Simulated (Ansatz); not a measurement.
# Stationary points along a deformation path in ZnS

Theory: DFT PBE, scalar-relativistic, plane waves, PAW in Ansatz 0.2.0. Settings: plane waves to 420 eV, k-mesh 12×12×6 (Γ-centred), Gaussian smearing 0.05 eV. No spin polarisation. Energies are free energies at this smearing, counted from the undisturbed cell; pressure is positive in compression.

Zero of the scan (as given, not relaxed at this level; it stands at 2.3 GPa):

```
CELL_PARAMETERS angstrom
3.81100 0.00000 0.00000
-1.90550 3.30042 0.00000
0.00000 0.00000 6.23400
ATOMIC_POSITIONS crystal
Zn 0.33333 0.66667 0.00000
Zn 0.66667 0.33333 0.50000
S 0.33333 0.66667 0.38500
S 0.66667 0.33333 0.88500
```

At fixed volume and fractional coordinates, lengths along (0.000, 0.000, 1.000) are scaled against those across it; ρ is that ratio over its starting value. V = 19.603 Å³/atom. Δσ is the stress along the axis less the mean stress across it (compression positive).

| ρ | ΔE (meV/atom) | Δσ (GPa) | space group |
| --- | --- | --- | --- |
| 0.800 | 281.4 | 36.26 | P6_3mc |
| 0.850 | 133.4 | 23.86 | P6_3mc |
| 0.920 | 25.6 | 9.97 | P6_3mc |
| 0.960 | 2.4 | 3.54 | P6_3mc |
| 1.000 | 0.0 | -2.02 | P6_3mc |
| 1.050 | 20.1 | -7.95 | P6_3mc |
| 1.100 | 60.0 | -12.98 | P6_3mc |
| 1.200 | 181.7 | -21.07 | P6_3mc |
| 1.300 | 340.3 | -27.36 | P6_3mc |

Question: How does the stress give the slope of the energy, and where is the energy stationary?

Answer: Along the path d ln(length) is 2/3 d ln ρ on the axis and −1/3 d ln ρ across it, so dE/d ln ρ = −(2/3) V Δσ: the energy falls with ρ where Δσ is positive. Δσ vanishes or changes sign between ρ = 0.960 and 1.000, a minimum (near 0.99 by linear interpolation). Pairs of stationary points between two samples would go unseen, and could change a minimum read from distant neighbours into a maximum.

Question: Integrate that slope from ρ = 1 to 1.200 by the trapezoid rule.

Answer: With V/N in Å³ and 1 eV/Å³ = 160.2 GPa the slopes at ρ = 1.000, 1.050, 1.100, 1.200 are 165, 649, 1059, 1719 meV/atom per unit of ln ρ. The steps add 19.8 + 39.7 + 120.8 = 180.4 meV/atom, against 181.7 from the energies; the trapezoid rule misses the curvature of the slope within each step.

Forces appear on the atoms along this scan, and letting them relax would lower the energy and soften the response.

Cost: 9 runs of about 3.5 core-minutes in all, on AMD EPYC (Zen 3) (shared hosts).